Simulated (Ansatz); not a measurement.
According to r²SCAN (plane waves, PAW; program Ansatz), ScPtN$_{2}$ in the trigonal phase (R-3m; Sc on 3b, Pt on 3a, N on 6c) relaxes to a = 3.241 Å, c = 17.916 Å. Sc has 6 nearest neighbours from 2.18 Å (octahedral); Pt has 2 nearest neighbours from 1.87 Å (linear). Against the elements it lies at -0.32 eV/atom, with no fitted shifts.

Electronic character: metallic (no gap).

The bulk modulus is 109 GPa. Bader charges are Sc +1.91, Pt +0.63, N -1.27 e.

The start of the workflow was typed in or built on a structure type; neither database checked (COD, Materials Project) lists it. Its standing as an ambient phase is unchecked. The r²SCAN relaxation kept the symmetry of its start; its stability against distortions is not shown here. No spin polarisation was allowed. With an odd number of electrons in the cell and no spin polarisation, the count alone makes it a metal. The references are the lowest solids computed at this level, not always the standard phases (solids in place of the gases). Spin–orbit coupling is left out wherever it is not named.

Potentials: the earlier of the program's two PAW sets. The files were generated under PBE; for other functionals the program regenerates the frozen cores, and for LDA and PBEsol the local potential too.
